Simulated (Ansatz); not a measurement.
Each is relaxed and computed with plane-wave PAW r²SCAN (Ansatz code). Which is the only one with a gap?
A. Fe3Si, P4/mmm (Fe on 2h, Fe on 1b, Si on 1a)
B. TePb2S, P4/mmm (Te on 1c, Pb on 1a, Pb on 1d, S on 1b)
C. YGe2, P4/mmm (Ge on 2f, Y on 1b)
D. FeSi2, P4/mmm (Fe on 1c, Si on 2g)

B, TePb2S, P4/mmm (Te on 1c, Pb on 1a, Pb on 1d, S on 1b). TePb2S: gap 0.32 eV (direct); FeSi2: metal; Fe3Si: metal; YGe2: metal. Spin orders computed, not proven ground states: FeSi2, P4/mmm (Fe on 1c, Si on 2g) ferromagnetic; Fe3Si, P4/mmm (Fe on 2h, Fe on 1b, Si on 1a) ferromagnetic. Constructed cells (a structure type filled with these elements, in neither database checked): YGe2, P4/mmm (Ge on 2f, Y on 1b). Standing as an ambient phase not checked: TePb2S, P4/mmm (Te on 1c, Pb on 1a, Pb on 1d, S on 1b); FeSi2, P4/mmm (Fe on 1c, Si on 2g); Fe3Si, P4/mmm (Fe on 2h, Fe on 1b, Si on 1a). Perhaps ordered models of mixed-site phases: TePb2S, P4/mmm (Te on 1c, Pb on 1a, Pb on 1d, S on 1b). Unstable at this level: TePb2S, P4/mmm (Te on 1c, Pb on 1a, Pb on 1d, S on 1b). All cells were relaxed under the symmetry of their starts (and spin orders); stability against distortions was not tested throughout. Rows with no word on spin ran without spin polarisation. Scalar-relativistic: spin–orbit coupling is off unless named, which matters more the heavier the elements.

Potentials: the later of the program's two PAW sets.
